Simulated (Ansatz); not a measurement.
This run works on a generated trial structure, not on a known crystal.

Input and command of a plane-wave DFT calculation in Ansatz:

```yaml
crystal:
  lattice:
    - [4.7072268305, 0.0, 0.0]
    - [0.0, 5.1988686267, 0.0]
    - [0.0, 0.0, 7.286337217]
  atoms:
    - { symbol: Rb, position: [0.0, 0.5, 0.5] }
    - { symbol: La, position: [0.5, 0.5, 0.0] }
    - { symbol: Sn, position: [0.5, 0.0, 0.7137183221] }
    - { symbol: Sn, position: [0.5, 0.0, 0.2862816779] }
    - { symbol: Sn, position: [0.0, 0.0, 0.0] }
basis:
  ecutwfc: 500
kpoints:
  mp_grid: { grid: [8, 6, 4] }
  band_path:
    path:
      - [[0.0, 0.0, 0.0], [0.5, 0.0, 0.0], [0.5, 0.5, 0.0], [0.0, 0.5, 0.0], [0.0, 0.0, 0.0], [0.0, 0.0, 0.5], [0.5, 0.0, 0.5], [0.5, 0.5, 0.5], [0.0, 0.5, 0.5], [0.0, 0.0, 0.5]]
      - [[0.5, 0.0, 0.0], [0.5, 0.0, 0.5]]
      - [[0.0, 0.5, 0.0], [0.0, 0.5, 0.5]]
      - [[0.5, 0.5, 0.0], [0.5, 0.5, 0.5]]
    npoints: 14
hamiltonian:
  xc: r2scan
scf:
  occupations: { method: gaussian, width: 0.1 }
  n_extra_bands: 12
output:
  forces: true
  stress: true
  eigenvalues: true
  populations: true
  dos: { projected: true, de: 0.02, nscf_kmesh: { grid: [10, 8, 5] } }
  bader: true
  write_density: true
  write_potential: true
  elf: true
  volumetric_format: npy
```

```bash
ansatz run input.yaml --threads 1 --pin off --max-ram 2560MiB --backend cpu --events-out ev --progress --plain --runs-dir out
```

Processor: Intel(R) Xeon(R) Processor @ 2.50GHz (Skylake/Cascade Lake), 1 thread, on a host shared with other jobs.

Problem. Estimate time, memory and problem size.

Solution. About 5.5 min, peak memory 1.4 GiB. It solves 43 bands at 60 k points (after reduction by symmetry) with about 4541 plane waves, in 8 SCF iterations.
